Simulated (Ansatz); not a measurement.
## Kick test of a cell of Ir5Rh

It was reached by relaxing an invented guess, and it needn't be the stable form of this composition.

Level of theory: Ansatz, DFT PBE, scalar-relativistic, plane waves, PAW. Settings: cutoff 420 eV, Γ-centred mesh 14×14×4 on the computed 6-atom cell, Gaussian smearing of 0.10 eV; no spin polarisation.

The cell below (6 atoms, space group P4/mmm (No. 123)) is relaxed within its symmetry.

```
Ir Rh
1.0
     2.73261    0.00000    0.00000
     0.00000    2.73261    0.00000
     0.00000    0.00000   11.58897
Ir Rh
5 1
Direct
  0.00000 0.00000 0.83284
  0.00000 0.00000 0.16716
  0.50000 0.50000 0.33219
  0.00000 0.00000 0.50000
  0.50000 0.50000 0.66781
  0.50000 0.50000 0.00000
```

For the test a repeat of it with 12 atoms (edges 2.73, 5.47, 11.59 Å) was strained at random (σ = 1.5 % a component), the atoms were moved at random (σ = 0.15 Å), and all was relaxed again on a coarse 8×4×2 mesh (in the run’s order of axes) with 0.20 eV smearing, with no symmetry imposed.

These runs have no spin–orbit coupling, which can matter for Ir.

Problem. What happens?

Solution. It returns, within 1 meV/atom of the unmoved cell on that mesh and with the same symmetry when read at 0.1 Å. No instability shows in this cell; modes of other wave vectors, which need another repeat, aren't tested.
